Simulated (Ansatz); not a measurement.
Starting cell, BN (wurtzite):

```yaml
crystal:
  lattice:
    - [5.10816, 0.00000, 0.00000]
    - [-1.27704, 2.21190, 0.00000]
    - [2.55408, 0.00000, 4.22393]
  atoms:
    - { symbol: B, position: [0.83338, 0.33333, 0.99992] }
    - { symbol: B, position: [0.33338, 0.33333, 0.99992] }
    - { symbol: B, position: [0.91671, 0.66667, 0.49992] }
    - { symbol: B, position: [0.41671, 0.66667, 0.49992] }
    - { symbol: N, position: [0.02069, 0.33333, 0.62528] }
    - { symbol: N, position: [0.52069, 0.33333, 0.62528] }
    - { symbol: N, position: [0.10402, 0.66667, 0.12528] }
    - { symbol: N, position: [0.60402, 0.66667, 0.12528] }
```

The atoms are displaced by Q × the pattern below (from a DFPT mode at L = (0.5, 0.0, 0.5), largest move 1; Q in Å), at fixed cell. It is one choice among 2 degenerate patterns. (q is in reciprocal vectors of the primitive cell; the cell shown is doubled to hold the pattern.)

```json
[
 {"atom": "B1", "x": "0.139", "y": "0.080", "z": "0.627"},
 {"atom": "B2", "x": "-0.139", "y": "-0.080", "z": "-0.627"},
 {"atom": "B3", "x": "0.644", "y": "0.372", "z": "-0.669"},
 {"atom": "B4", "x": "-0.644", "y": "-0.372", "z": "0.669"},
 {"atom": "N5", "x": "0.543", "y": "0.314", "z": "-0.677"},
 {"atom": "N6", "x": "-0.543", "y": "-0.314", "z": "0.677"},
 {"atom": "N7", "x": "0.108", "y": "0.062", "z": "0.452"},
 {"atom": "N8", "x": "-0.108", "y": "-0.062", "z": "-0.452"}
]
```

The numbers are results of PBE (plane waves to 420 eV, PAW, scalar-relativistic; Ansatz, a first-principles code), not measurements. k mesh 15×15×15 (Γ-centred), Fermi-Dirac smearing 0.05 eV. The energy includes the smearing's −TS. Left out: 2 of 13 points, with atoms too close for the PAW data. BN was relaxed with its symmetry unable to fall. The PAW data are Ansatz's earlier set. The zero of ΔE is the undisplaced structure.

```json
[
 {"Q (Å)": "-0.2333", "ΔE (meV/cell)": "withheld"},
 {"Q (Å)": "-0.1867", "ΔE (meV/cell)": "3457"},
 {"Q (Å)": "-0.1400", "ΔE (meV/cell)": "1839"},
 {"Q (Å)": "-0.0933", "ΔE (meV/cell)": "784"},
 {"Q (Å)": "-0.0467", "ΔE (meV/cell)": "191"},
 {"Q (Å)": "0.0000", "ΔE (meV/cell)": "0"},
 {"Q (Å)": "0.0467", "ΔE (meV/cell)": "191"},
 {"Q (Å)": "0.0933", "ΔE (meV/cell)": "784"},
 {"Q (Å)": "0.1400", "ΔE (meV/cell)": "1839"},
 {"Q (Å)": "0.1867", "ΔE (meV/cell)": "3457"},
 {"Q (Å)": "0.2333", "ΔE (meV/cell)": "withheld"}
]
```

Fit an even polynomial form (powers 2, 4) to the given rows and predict ΔE at Q = 0.2333.

Least squares on the 9 given rows: ΔE = (86980)·Q² + (350000)·Q⁴, in meV/cell with Q in Å; root-mean-square residual 0.3 meV/cell. At 0.2333 the fit gives 5771 meV/cell; the calculation gives 5789 meV/cell, so the extrapolation is off by -18 (-0.3 %). The quadratic term alone would give 4734 meV/cell.

(A displaced cell: forces are minus the slopes of the energy, force constants its curvatures, and phonons follow from these.)
